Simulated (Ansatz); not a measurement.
H2O in its lowest state found on the top face of a (111) slab of Rh (Fm-3m (No. 225)), 3 planes, outer planes Rh (top) and Rh (bottom); 1 a cell of 24.93 Å², its atoms last:

```xyz
15
Lattice="5.3648 0.0000 0.0000 -2.6824 4.6460 0.0000 0.0000 0.0000 22.3803" Properties=species:S:1:pos:R:3 pbc="T T T"
Rh    1.3412    0.7743    8.0000
Rh    0.0000    3.0974    8.0000
Rh    4.0236    0.7743    8.0000
Rh    2.6824    3.0974    8.0000
Rh    2.6798    1.5502   10.1570
Rh    1.3421    3.8700   10.1580
Rh    0.0017    1.5495   10.1582
Rh   -1.3403    3.8712   10.1461
Rh   -1.3387    2.3253   12.2915
Rh    0.0066   -0.0032   12.2950
Rh    1.3537    2.3153   12.3473
Rh    2.6818   -0.0027   12.2911
O     1.2015    2.4276   14.6769
H     0.2560    2.1643   14.6852
H     1.1724    3.4077   14.6879
```

Method: DFT PBE+D3(BJ), scalar-relativistic, plane waves, PAW (Ansatz 0.2.0). Plane waves to 420 eV, a k mesh through Γ of 4×4×1 on the computed 15-atom cell and Gaussian smearing (0.10 eV); no spin polarisation. The cell repeats along c with a dipole correction in the vacuum.

The clean top face has a work function of 5.11 eV. Adsorption changes the slab's dipole along +c by Δp = +0.1281 e·Å a cell (+0.62 D an adsorbate).

**Question.** What change of work function does the Helmholtz equation give?

**Answer.** A sheet of dipoles makes a step in an electron's potential energy of −e·Δp/(ε0·A), and e/ε0 = 180.95 eV·Å for Δp in e·Å: −180.95 × (0.1281)/24.93 = -0.93 eV. This is the change of φ(top) − φ(bottom). If the bottom face is unmoved, φ(top) becomes 4.18 eV.

**Question.** How does that compare with the calculation?

**Answer.** φ(top) changes by -0.98 eV and φ(bottom) by -0.05 eV, so their difference changes by -0.93 eV. The slab is thin enough for the adsorbate to shift the Fermi level against the bottom face too.

**Question.** What does the sign say about the electrons?

**Answer.** The change of dipole points out of the surface, so the work function falls. The molecule's own dipole can set this sign. Δp also holds the adsorbate's own dipole and the moves of the surface atoms, so it isn't a charge transfer alone.